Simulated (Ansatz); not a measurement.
HgS (zinc blende)

```yaml
crystal:
  lattice:
    - [0.00000, 2.93806, 2.93806]
    - [2.93806, 0.00000, 2.93806]
    - [2.93806, 2.93806, 0.00000]
  atoms:
    - { symbol: S, position: [0.25000, 0.25000, 0.25000] }
    - { symbol: Hg, position: [0.00000, 0.00000, 0.00000] }
```

The slice is a {100} plane (indices of the conventional cell) through the point (0.250, 0.250, 0.250) (fractional), spanned by u = [100] and v = [0 1 -1] in vectors of this cell: u (4.16 Å) and v (4.16 Å, at 90° to u). It covers one period; positions are fractions (u, v).

Computed with PBEsol (plane waves to 420 eV, PAW, scalar-relativistic; Ansatz, a first-principles code). k mesh 10×10×10. These are valence fields of a PAW run, semicore shells included where kept as valence: close to a nucleus they are smooth pseudo fields. At this level the bands of HgS touch or barely overlap. HgS was relaxed with its symmetry unable to fall. Spin-orbit coupling is left out, though Hg is heavy.

Question: Predict the map of the valence electron density on the slice.

Answer: 
| v \ u | 0.00 | 0.11 | 0.21 | 0.32 | 0.43 | 0.54 | 0.64 | 0.75 | 0.86 | 0.96 |
|---|---|---|---|---|---|---|---|---|---|---|
| 0.93 | -0.2 | 0.0 | -0.2 | -0.7 | -0.9 | -1.0 | -0.8 | -0.4 | 0.0 | -0.1 |
| 0.86 | 0.0 | 0.0 | -0.4 | -0.8 | -1.1 | -1.1 | -0.9 | -0.5 | -0.1 | 0.0 |
| 0.79 | -0.2 | -0.3 | -0.6 | -1.0 | -1.2 | -1.3 | -1.1 | -0.8 | -0.4 | -0.2 |
| 0.71 | -0.5 | -0.6 | -0.9 | -1.3 | -1.5 | -1.5 | -1.3 | -1.0 | -0.7 | -0.5 |
| 0.64 | -0.8 | -0.9 | -1.1 | -1.4 | -1.7 | -1.7 | -1.5 | -1.2 | -0.9 | -0.8 |
| 0.57 | -0.9 | -1.0 | -1.2 | -1.6 | -1.8 | -1.8 | -1.7 | -1.3 | -1.1 | -0.9 |
| 0.50 | -0.9 | -1.0 | -1.3 | -1.6 | -1.9 | -1.9 | -1.7 | -1.4 | -1.1 | -0.9 |
| 0.43 | -0.9 | -1.0 | -1.2 | -1.6 | -1.8 | -1.8 | -1.7 | -1.3 | -1.1 | -0.9 |
| 0.36 | -0.8 | -0.9 | -1.1 | -1.4 | -1.7 | -1.7 | -1.5 | -1.2 | -0.9 | -0.8 |
| 0.29 | -0.5 | -0.6 | -0.9 | -1.3 | -1.5 | -1.5 | -1.3 | -1.0 | -0.7 | -0.5 |
| 0.21 | -0.2 | -0.3 | -0.6 | -1.0 | -1.2 | -1.3 | -1.1 | -0.8 | -0.4 | -0.2 |
| 0.14 | 0.0 | 0.0 | -0.4 | -0.8 | -1.1 | -1.1 | -0.9 | -0.5 | -0.1 | 0.0 |
| 0.07 | -0.2 | 0.0 | -0.2 | -0.7 | -0.9 | -1.0 | -0.8 | -0.4 | 0.0 | -0.1 |
| 0.00 | -3.0 | 0.0 | -0.2 | -0.7 | -0.9 | -0.9 | -0.8 | -0.3 | 0.0 | -0.7 |

Values: log₁₀ of the valence density in e/Å³. The scale is logarithmic, as a density can span decades between atoms and voids; values under 0.001 e/Å³ are set to 0.001.
